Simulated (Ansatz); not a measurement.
AlInN2:
```xyz
8
Lattice="-2.3721 2.3721 4.6391 2.3721 -2.3721 4.6391 2.3721 2.3721 -4.6391" Properties=species:S:1:pos:R:3 pbc="T T T"
Al     0.0000     2.3721     2.3195
Al     0.0000     0.0000     0.0000
In     2.3721     0.0000     2.3195
In     0.0000     0.0000     4.6391
N     -1.1860     1.4182     3.4793
N      1.4182     1.1860     5.7988
N      3.5581     0.9538    -1.1598
N      0.9538     1.1860     1.1598
```

Relaxed with PBE. Special points in fractions of this cell's reciprocal vectors: Γ (0.000, 0.000, 0.000); X (0.000, 0.000, 0.500); P (0.250, 0.250, 0.250); N (0.000, 0.500, 0.000); M (0.500, 0.500, -0.500); S (0.315, 0.685, -0.315); S0 (-0.315, 0.315, 0.315); R (-0.131, 0.131, 0.500); G (0.500, 0.500, -0.131).

Problem. List the band energies nearest the valence-band maximum at these points for PBE in the plane-wave PAW code Ansatz.

Solution. In eV from the valence-band maximum; about four levels below and three above (degenerate sets whole), none deeper than 8.9 eV; points with the same levels are listed once.

```tsv
k	below	above
Γ	-1.68 -1.68 -0.13 -0.13 0.00	1.30 3.06 5.69
X	-0.48 -0.48 -0.35 -0.35	4.11 4.11 6.24 6.24
P	-0.72 -0.72 -0.34 -0.34	4.24 4.24 5.97 5.97
N	-1.21 -1.18 -0.75 -0.47	4.33 4.51 5.73
M	-1.32 -1.32 -0.76 -0.76	3.69 3.69 3.74 3.74
S	-1.47 -1.42 -0.61 -0.30	4.01 4.88 4.90
R	-0.61 -0.61 -0.49 -0.49	4.21 4.21 6.09 6.09
```

Space group I-42d (chalcopyrite). The workflow started from a Materials Project entry (that database holds measured and hypothetical structures alike); the Crystallography Open Database copy checked does not list it. Whether it is the stable phase at ambient conditions was not checked. The PBE relaxation kept the symmetry of its start; whether a distortion lowers the energy is not shown. Scalar-relativistic: spin–orbit coupling is off unless named, which matters more the heavier the elements.

Potentials: the later of the program's two PAW sets.
